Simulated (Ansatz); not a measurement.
## Structure relaxation, Cs$_{2}$AgBiBr$_{6}$

The start is a randomly generated symmetric cell of Cs2AgBiBr6 (space group No. 150). Cell shape, volume and atoms are optimised at zero target pressure with r2SCAN (plane waves to 500 eV, PAW, scalar-relativistic; Ansatz, a quantum-chemistry and plane-wave program). The first steps use a coarse 3×3×5 k-mesh.

Starting cell:
```
CELL_PARAMETERS angstrom
     10.00219     0.00000     0.00000
     -5.00109     8.66215     0.00000
      0.00000     0.00000     4.85059
ATOMIC_POSITIONS crystal
  Ag 0.00000 0.00000 0.50000
  Bi 0.00000 0.00000 0.00000
  Br 0.88636 0.16656 0.15527
  Br 0.83344 0.71980 0.15527
  Br 0.28020 0.11364 0.15527
  Br 0.16656 0.88636 0.84473
  Br 0.71980 0.83344 0.84473
  Br 0.11364 0.28020 0.84473
  Cs 0.33333 0.66667 0.92890
  Cs 0.66667 0.33333 0.07110
```

Question: What is the largest force in the starting geometry, and on which atom (counted from 1)?

Answer: 8.23 eV/Å, on Br3, Br4, Br5, Br6, Br7, Br8 (atoms numbered as listed).

Question: By how much does the energy per atom fall from start to end?

Answer: 1.50 eV/atom.

Question: How does the volume change?

Answer: -12.8 %, from 42.03 to 36.65 Å³/atom.

Question: How do the shortest distances between atoms change?

Answer: The closest pairs of elements (up to four, under 3.6 Å), start → end: Ag–Bi 2.43 → 3.40 Å; Br–Br 2.48 → 3.85 Å; Bi–Br 2.56 → 2.87 Å; Ag–Br 2.96 → 2.90 Å.

Final values are on a 5×5×5 k-mesh of the relaxed cell. No spin polarisation in the result.

The run could not lose the symmetry of its start: the end is stationary, and may be a saddle point rather than a minimum.

The relaxed structure here is a generated cell of Cs2AgBiBr6: the first start was made by a random draw of sites in a space group, and the end was not matched to a known phase here, so it may be hypothetical. Known forms of Cs2AgBiBr6 include space group No. 225.
